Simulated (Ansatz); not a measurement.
Ir:
```
Ir
1.0
    0.00000     1.92240     1.92240
    1.92240     0.00000     1.92240
    1.92240     1.92240     0.00000
Ir
1
Direct
  0.00000   0.00000   0.00000
```

Relaxed with r²SCAN. Special points in fractions of this cell's reciprocal vectors: Γ (0.000, 0.000, 0.000); X (0.500, 0.000, 0.500); U (0.625, 0.250, 0.625); K (0.375, 0.375, 0.750); L (0.500, 0.500, 0.500); W (0.500, 0.250, 0.750).

### Question
List the band energies nearest the Fermi level at these points for r²SCAN in the plane-wave PAW code Ansatz.

### Answer
In eV from the Fermi level; about four levels below and three above (degenerate sets whole), none deeper than 8.9 eV; … stands for higher levels left out; points with the same levels are listed once.

```tsv
k	below	above
Γ	-4.02 -4.02 -4.02	…
X	-8.20 -7.62	0.80 1.53 1.53
U	-7.21 -6.21 -3.01 -1.00	0.63 …
L	-8.41 -4.17 -4.17 -0.72	…
W	-6.49 -5.06 -5.06 -1.93	1.53 …
```

Space group Fm-3m (fcc (Cu type)). The r²SCAN relaxation kept the symmetry of its start. The run is not spin-polarised. Spin–orbit coupling is left out wherever it is not named.

Potentials: the earlier of the program's two PAW sets.
